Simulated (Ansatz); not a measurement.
The cell below belongs to a search over invented structures; it isn't taken from experiment.

Input and command of a plane-wave DFT calculation in Ansatz:

```yaml
crystal:
  lattice:
    - [-2.0562482405, 6.286755399, 2.966478167]
    - [2.0562482405, -6.286755399, 2.966478167]
    - [2.0562482405, 6.286755399, -2.966478167]
  atoms:
    - { symbol: Si, position: [0.7918740258, 0.3607289066, 0.4311451192] }
    - { symbol: Si, position: [0.2081259742, 0.6392710934, 0.5688548808] }
    - { symbol: Si, position: [0.4295837874, 0.3607289066, 0.0688548808] }
    - { symbol: Si, position: [0.5704162126, 0.6392710934, 0.9311451192] }
    - { symbol: Sn, position: [0.162342739, 0.412342739, 0.75] }
    - { symbol: Sn, position: [0.837657261, 0.587657261, 0.25] }
basis:
  ecutwfc: 420
kpoints:
  mp_grid: { grid: [10, 10, 10] }
hamiltonian:
  xc: pbe
scf:
  occupations: { method: gaussian, width: 0.1 }
output:
  forces: true
  stress: true
  eigenvalues: true
relax:
  adjacent_minimum: "off"
  f_tol: 0.01
  max_steps: 30
  cell: { stress_tol: 0.1, fix: [volume] }
```

```bash
ansatz run input.yaml --threads 1 --pin off --max-ram 2560MiB --backend cpu --events-out ev --progress --plain --runs-dir out
```

Processor: Intel(R) Xeon(R) Platinum 8488C (Sapphire Rapids), 1 thread, on a host shared with other jobs.

Task: Estimate time, memory and problem size.

Result: About 2.2 min, peak memory 0.87 GiB. It solves 28 bands at 171 k points (after reduction by symmetry) with about 2955 plane waves, in 25 SCF iterations over 4 ionic steps.
